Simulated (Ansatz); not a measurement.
Input:

KTaF6:
```cif
data_F12K2Ta2
_chemical_formula_sum 'K2 Ta2 F12'
_space_group_name_H-M_alt 'P 1'
_space_group_IT_number 1
_cell_length_a 5.15031
_cell_length_b 5.15031
_cell_length_c 9.27968
_cell_angle_alpha 90.000
_cell_angle_beta 90.000
_cell_angle_gamma 90.000
loop_
_space_group_symop_operation_xyz
  'x, y, z'
loop_
_atom_site_label
_atom_site_type_symbol
_atom_site_fract_x
_atom_site_fract_y
_atom_site_fract_z
_atom_site_occupancy
K1 K 0.00000 0.00000 0.00000 1
K2 K 0.00000 0.00000 0.50000 1
Ta1 Ta 0.50000 0.50000 0.25000 1
Ta2 Ta 0.50000 0.50000 0.75000 1
F1 F 0.23844 0.23844 0.25000 1
F2 F 0.23844 0.76156 0.75000 1
F3 F 0.76156 0.76156 0.25000 1
F4 F 0.76156 0.23844 0.75000 1
F5 F 0.31505 0.68510 0.10708 1
F6 F 0.68510 0.68495 0.89292 1
F7 F 0.68495 0.31490 0.10708 1
F8 F 0.31490 0.31505 0.89292 1
F9 F 0.68495 0.68510 0.60708 1
F10 F 0.31490 0.68495 0.39292 1
F11 F 0.31505 0.31490 0.60708 1
F12 F 0.68510 0.31505 0.39292 1
```

This is the LDA-relaxed structure.

Question: All from LDA in the plane-wave PAW code Ansatz, unless another level is named. Predict the highest zone-centre frequency (without LO–TO term).

Answer: 702 cm⁻¹.

Question: What about the bulk modulus (Birch–Murnaghan fit)?

Answer: 29.9 GPa.

Space group P4_2/mcm. The first step of the workflow began from a Materials Project structure, measured or hypothetical; the Crystallography Open Database copy checked does not list it. Whether it is the stable phase at ambient conditions was not checked. Symmetry was held in the LDA relaxation; phonons on a q-mesh show weakly imaginary modes. The run is not spin-polarised. Scalar-relativistic: spin–orbit coupling is off unless named, which matters more the heavier the elements.

Potentials: the later of the program's two PAW sets.
